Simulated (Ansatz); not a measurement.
Suppose Ge3Pd takes space group Pm-3m (No. 221), with Ge on 3c; Pd on 1a.

The calculation used DFT PBE, scalar-relativistic, plane waves, PAW in Ansatz. Cutoff 420 eV, Γ-centred mesh, Gaussian smearing, no spin polarisation.

The zero of energy is the elements' standard structures at the same level; no fitted shifts are applied.

Q: Which cell and coordinates does it relax to?

A:

Space group Pm-3m (No. 221). a = 4.146 Å, b = 4.146 Å, c = 4.146 Å, α = 90.00°, β = 90.00°, γ = 90.00°
```tsv
atom	site	symmetry	x	y	z
Ge	3c	4/mm.m	0.0000	0.5000	0.5000
Pd	1a	m-3m	0.0000	0.0000	0.0000
```

It has the Cu3Au (L1_2) type. Ge has 4 Pd at 2.93 Å and 8 Ge at 2.93 Å; Pd is surrounded by 12 Ge at 2.93 Å.

Q: And its energy and gap?

A: The energy over the elements is +0.07 eV/atom and the gap on the 12×12×12 mesh of the 4-atom cell is 0 eV (a metal). The separate elements lie lower, so it is unstable against them.

The last run used Gaussian smearing of 0.10 eV. A structure relaxed within its symmetry needn't be a true minimum. Another cell of Ge3Pd relaxed alike, in P-62m, lies 41 meV/atom lower, so this cell isn't the stable form at this level.
